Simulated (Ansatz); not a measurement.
Cs3CdBr5 (I4/mcm) from a database structure at its r2SCAN geometry, run in Ansatz 0.2.0 at 3 levels of theory. (Simulation; no magnetic order is allowed.)

The PBE+SOC input:
```yaml
crystal:
  lattice:
    - [-4.8164614449, 4.8164614449, 7.9905265053]
    - [4.8164614449, -4.8164614449, 7.9905265053]
    - [4.8164614449, 4.8164614449, -7.9905265053]
  atoms:
    - { symbol: Cs, position: [0.1565866426, 0.6565866426, 0.8131732852] }
    - { symbol: Cs, position: [0.8434133574, 0.3434133574, 0.1868267148] }
    - { symbol: Cs, position: [0.6565866426, 0.8434133574, 0.5] }
    - { symbol: Cs, position: [0.3434133574, 0.1565866426, 0.5] }
    - { symbol: Cs, position: [0.75, 0.75, 0.0] }
    - { symbol: Cs, position: [0.25, 0.25, 0.0] }
    - { symbol: Cd, position: [0.25, 0.75, 0.5] }
    - { symbol: Cd, position: [0.75, 0.25, 0.5] }
    - { symbol: Br, position: [0.8023425778, 0.3023425778, 0.802703719] }
    - { symbol: Br, position: [0.4996388588, 0.9996388588, 0.197296281] }
    - { symbol: Br, position: [0.3023425778, 0.4996388588, 0.5] }
    - { symbol: Br, position: [0.9996388588, 0.8023425778, 0.5] }
    - { symbol: Br, position: [0.1976574222, 0.6976574222, 0.197296281] }
    - { symbol: Br, position: [0.5003611412, 0.0003611412, 0.802703719] }
    - { symbol: Br, position: [0.6976574222, 0.5003611412, 0.5] }
    - { symbol: Br, position: [0.0003611412, 0.1976574222, 0.5] }
    - { symbol: Br, position: [0.0, 0.0, 0.0] }
    - { symbol: Br, position: [0.5, 0.5, 0.0] }
kpoints:
  mp_grid: { grid: [4, 4, 4] }
  band_path:
    path:
      - [0.0, 0.0, 0.0]
      - [0.0, 0.0, 0.5]
      - [0.25, 0.25, 0.25]
      - [0.0, 0.5, 0.0]
      - [0.5, 0.5, -0.5]
      - [0.3408333627, 0.6591666373, -0.3408333627]
      - [-0.3408333627, 0.3408333627, 0.3408333627]
      - [-0.1816667253, 0.1816667253, 0.5]
      - [0.5, 0.5, -0.1816667253]
    npoints: 1
hamiltonian:
  xc: pbe
scf:
  occupations: { method: fixed }
  n_extra_bands: 16
magnetization:
  noncollinear: true
  spin_orbit: true
output:
  forces: true
  stress: true
  eigenvalues: true
```

Main results, then, where recorded, the levels near the gap in eV from the Fermi energy (columns number the bands from 0), one row a point of the path (Γ, X, P, N, M, S, S₀, R, G):
```
Crystal: 18 atoms, lattice volume = 741.467 Å³
Symmetry: 16 space group operations + 16 with time reversal
Magnetic group: BNS 140.542 (UNI 1202)
```
```
Basis set: ecut = 420 eV, 14511 PW (Γ)
k-points: 13 of 64
SCF converged after 9 iterations
Free energy (F): -78427.255191 eV
Fermi energy:    2.616233 eV
--- Forces (eV/Å), atoms counted from 1 ---
  atom   1  Cs      0.01765      0.01765      0.00000
  atom   2  Cs    -0.01765    -0.01765      0.00000
  atom   3  Cs    -0.01765      0.01765      0.00000
  atom   4  Cs      0.01765    -0.01765      0.00000
  atom   5  Cs      0.00000      0.00000      0.00000
  atom   6  Cs      0.00000      0.00000      0.00000
  atom   7  Cd      0.00000      0.00000      0.00000
  atom   8  Cd      0.00000      0.00000      0.00000
  atom   9  Br      0.04619      0.04619    -0.04897
  atom  10  Br    -0.04619    -0.04619    -0.04897
  atom  11  Br    -0.04619      0.04619    -0.04897
  atom  12  Br      0.04619    -0.04619    -0.04897
  atom  13  Br    -0.04619    -0.04619      0.04897
  atom  14  Br      0.04619      0.04619      0.04897
  atom  15  Br      0.04619    -0.04619      0.04897
  atom  16  Br    -0.04619      0.04619      0.04897
  atom  17  Br      0.00000      0.00000      0.00000
  atom  18  Br      0.00000      0.00000      0.00000
--- Stress (GPa, compression-positive) ---
        0.672212       0.000000       0.000000
        0.000000       0.672212       0.000000
        0.000000       0.000000       0.679754
  P = ⅓ Tr σ = 0.6747 GPa (6.747 kbar)
```

The PBE+SOC gap is direct at Γ: 3.00 eV.

Problem. Another run on the same cell gave
```
Basis set: ecut = 500 eV, 18805 PW (Γ)
k-points: 13 of 64
SCF converged after 7 iterations
Free energy (F): -78611.801607 eV
Fermi energy:    2.129731 eV
--- Forces (eV/Å), atoms counted from 1 ---
  atom   1  Cs    -0.00045    -0.00045      0.00000
  atom   2  Cs      0.00045      0.00045      0.00000
  atom   3  Cs      0.00045    -0.00045      0.00000
  atom   4  Cs    -0.00045      0.00045      0.00000
  atom   5  Cs      0.00000      0.00000      0.00000
  atom   6  Cs      0.00000      0.00000      0.00000
  atom   7  Cd      0.00000      0.00000      0.00000
  atom   8  Cd      0.00000      0.00000      0.00000
  atom   9  Br    -0.00296    -0.00296      0.00251
  atom  10  Br      0.00296      0.00296      0.00251
  atom  11  Br      0.00296    -0.00296      0.00251
  atom  12  Br    -0.00296      0.00296      0.00251
  atom  13  Br      0.00296      0.00296    -0.00251
  atom  14  Br    -0.00296    -0.00296    -0.00251
  atom  15  Br    -0.00296      0.00296    -0.00251
  atom  16  Br      0.00296    -0.00296    -0.00251
  atom  17  Br      0.00000      0.00000      0.00000
  atom  18  Br      0.00000      0.00000      0.00000
--- Stress (GPa, compression-positive) ---
       -0.008092       0.000000       0.000000
        0.000000      -0.008092       0.000000
        0.000000       0.000000      -0.001294
  P = ⅓ Tr σ = -0.0058 GPa (-0.058 kbar)
```
```tsv
band_77	band_78	band_79	band_80	band_81	band_82	band_83	band_84
-0.258	-0.130	-0.065	-0.006	-0.006	3.681	4.542	6.038
-0.240	-0.144	-0.078	-0.014	0.000	4.284	4.338	5.620
-0.261	-0.114	-0.114	-0.007	-0.007	4.303	4.303	5.911
-0.141	-0.127	-0.127	-0.108	-0.108	4.303	4.303	5.817
-0.201	-0.201	-0.035	-0.035	0.000	4.289	4.486	5.387
-0.190	-0.158	-0.088	-0.067	-0.030	4.328	4.403	5.493
-0.190	-0.158	-0.088	-0.067	-0.030	4.328	4.403	5.493
-0.180	-0.172	-0.071	-0.054	-0.010	4.329	4.359	5.620
-0.180	-0.172	-0.071	-0.054	-0.010	4.329	4.359	5.620
```
Which level of theory and mesh gave it?

Solution. It is r2SCAN, on 4×4×4; the blocks that differ from the first input, but for the band path:
```yaml
hamiltonian:
  xc: r2scan
scf:
  occupations: { method: fixed }
  n_extra_bands: 8
```
(magnetization left out)
With r2SCAN the valence top lies at M and the conduction bottom at Γ, 3.68 eV higher; the smallest vertical gap, at Γ, is 3.69 eV. Least and direct gap differ so little that the kind isn't settled. The mean stress is close to zero (-0.01 GPa).

Problem. Another run on the same cell gave
```
Basis set: ecut = 420 eV, 14511 PW (Γ)
k-points: 4 of 8
hybrid outer 1: dexx = +5.441e-2 eV, tail = 1.59e-4 eV
hybrid outer 2: dexx = +3.769e-6 eV, tail = 1.15e-7 eV, Δε = 2.47e-3 eV, ΔF = 2.45e-3 eV/Å
hybrid outer 3: dexx = +1.933e-9 eV, tail = 1.14e-9 eV, Δε = 1.50e-4 eV, ΔF = 3.89e-6 eV/Å
hybrid SCF converged: 3 outer / 13 inner (+2 warm-up)
Free energy (F): -78441.799787 eV
Fermi energy:    1.282425 eV
--- Forces (eV/Å), atoms counted from 1 ---
  atom   1  Cs      0.02169      0.02169      0.00000
  atom   2  Cs    -0.02169    -0.02169      0.00000
  atom   3  Cs    -0.02169      0.02169      0.00000
  atom   4  Cs      0.02169    -0.02169      0.00000
  atom   5  Cs      0.00000      0.00000      0.00000
  atom   6  Cs      0.00000      0.00000      0.00000
  atom   7  Cd      0.00000      0.00000      0.00000
  atom   8  Cd      0.00000      0.00000      0.00000
  atom   9  Br    -0.03252    -0.03252      0.02368
  atom  10  Br      0.03252      0.03252      0.02368
  atom  11  Br      0.03252    -0.03252      0.02368
  atom  12  Br    -0.03252      0.03252      0.02368
  atom  13  Br      0.03252      0.03252    -0.02368
  atom  14  Br    -0.03252    -0.03252    -0.02368
  atom  15  Br    -0.03252      0.03252    -0.02368
  atom  16  Br      0.03252    -0.03252    -0.02368
  atom  17  Br      0.00000      0.00000      0.00000
  atom  18  Br      0.00000      0.00000      0.00000
--- Stress (GPa, compression-positive) ---
        0.254822       0.000000       0.000000
        0.000000       0.254822       0.000000
        0.000000       0.000000       0.266644
  P = ⅓ Tr σ = 0.2588 GPa (2.588 kbar)
```
```tsv
band_77	band_78	band_79	band_80	band_81	band_82	band_83	band_84
-0.291	-0.141	-0.070	-0.013	-0.013	5.035	6.051	7.400
-0.265	-0.150	-0.087	-0.025	-0.009	5.752	5.820	6.962
-0.291	-0.122	-0.122	-0.017	-0.017	5.775	5.775	7.255
-0.162	-0.146	-0.146	-0.117	-0.117	5.770	5.770	7.194
-0.224	-0.224	-0.048	-0.048	0.000	5.768	5.980	6.771
-0.214	-0.176	-0.105	-0.080	-0.033	5.811	5.888	6.888
-0.214	-0.176	-0.105	-0.080	-0.033	5.811	5.888	6.888
-0.201	-0.183	-0.086	-0.060	-0.020	5.811	5.838	7.023
-0.201	-0.183	-0.086	-0.060	-0.020	5.811	5.838	7.023
```
Which level of theory and mesh gave it?

Solution. It is PBE0, judged by the exchange loop and the size of the gap (a near hybrid could fit too), on 2×2×2; the blocks that differ from the first input, but for the band path:
```yaml
kpoints:
  mp_grid: { grid: [2, 2, 2] }
hamiltonian:
  xc: pbe0
scf:
  occupations: { method: fixed }
  n_extra_bands: 8
```
(magnetization left out)
With PBE0 the valence top lies at M and the conduction bottom at Γ, 5.03 eV higher; the smallest vertical gap, at Γ, is 5.05 eV. Least and direct gap differ so little that the kind isn't settled. The mean stress, +0.3 GPa, is small, and the program warns that its thresholds are loose for a hybrid's stress.

The hybrids run on coarser meshes, which limits their stresses and small splittings of levels.

Totals of different functionals, or with and without spin-orbit coupling, can't be compared.

Only the levels marked +SOC include spin-orbit coupling.

The meshes of the hybrids are coarse, so their gaps aren't converged to the digits shown.
